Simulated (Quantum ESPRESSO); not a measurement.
## Kohn-Sham bands of Te (R-3m)

```xyz
1
Lattice="2.3059 1.3313 1.6910 -2.3059 1.3313 1.6910 0.0000 -2.6626 1.6910" Properties=species:S:1:pos:R:3 pbc="T T T"
Te     0.0000     0.0000     2.5364
```

Materials Project entry mp-1178932; symmetrised, unrelaxed at this level. Not found in the COD (Crystallography Open Database) copy used, which has the formula in other groups; not checked further. Method: PBEsol plane waves in Quantum ESPRESSO 7.5 (PseudoDojo norm-conserving files, 66 Ry, no spin polarisation, no spin-orbit coupling), Bloch states on a 10×10×10 mesh through Γ, Wannier90 4.0.1. Density: 10×10×10 mesh, cold smearing 0.01 Ry. Spin-orbit coupling is left out although heavy elements are present.

Energies are relative to the Fermi level; weights are on the orthonormalised atomic waves of the pseudopotential files, averaged over the group. 16 electrons a cell are treated as valence.

```tsv
bands	from (eV)	to (eV)	filling	weight on atomic waves
1–5	-37.44	-37.33	filled	[?]
6	-14.03	-8.29	filled	[?]
```

Problem. Which atomic shells make up each group?

Solution. 
- 1–5, weight on atomic waves: Te 4d 100 %
- 6, weight on atomic waves: Te 5s 88 %, Te 5p 12 %

No gap over 0.05 eV opens at the Fermi level at this level of theory; semilocal functionals close the gap of some real semiconductors.
